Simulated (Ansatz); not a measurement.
GaIr (CsCl type)

```
CELL_PARAMETERS angstrom
      2.99840     0.00000     0.00000
      0.00000     2.99840     0.00000
      0.00000     0.00000     2.99840
ATOMIC_POSITIONS crystal
  Ga 0.00000 0.00000 0.00000
  Ir 0.50000 0.50000 0.50000
```

Method: LDA (plane waves to 420 eV, PAW, scalar-relativistic; Ansatz, a quantum-chemistry and plane-wave program). Harmonic phonons by density-functional perturbation theory on a 16×16×16 k mesh, in cm⁻¹ and rounded to 5; i marks imaginary ones, q is in fractions of the reciprocal vectors of the cell shown, and the three acoustic modes at Γ are left out. The program warned that its band solver left a few bands short of their tolerance. GaIr is run without spin polarisation. GaIr was relaxed with its symmetry unable to fall. Spin-orbit coupling is left out, though Ir is heavy.

Task: Is the structure dynamically stable at Γ, X = (0.5, 0.0, 0.0), M = (0.5, 0.5, 0.0), R = (0.5, 0.5, 0.5)?

Result: No imaginary mode at these points (lowest 85 cm⁻¹ at X = (0.5, 0.0, 0.0)); other wave vectors were not tested.

Task: List the wavenumbers at Γ, X = (0.5, 0.0, 0.0), M = (0.5, 0.5, 0.0), R = (0.5, 0.5, 0.5), with degeneracies.

Result: 
| q | wavenumbers (cm⁻¹) |
|---|---|
| Γ | 180 (×3) |
| X = (0.5, 0.0, 0.0) | 85 (×2), 165, 170 (×2), 260 |
| M = (0.5, 0.5, 0.0) | 100, 110 (×2), 150, 235 (×2) |
| R = (0.5, 0.5, 0.5) | 145 (×3), 215 (×3) |
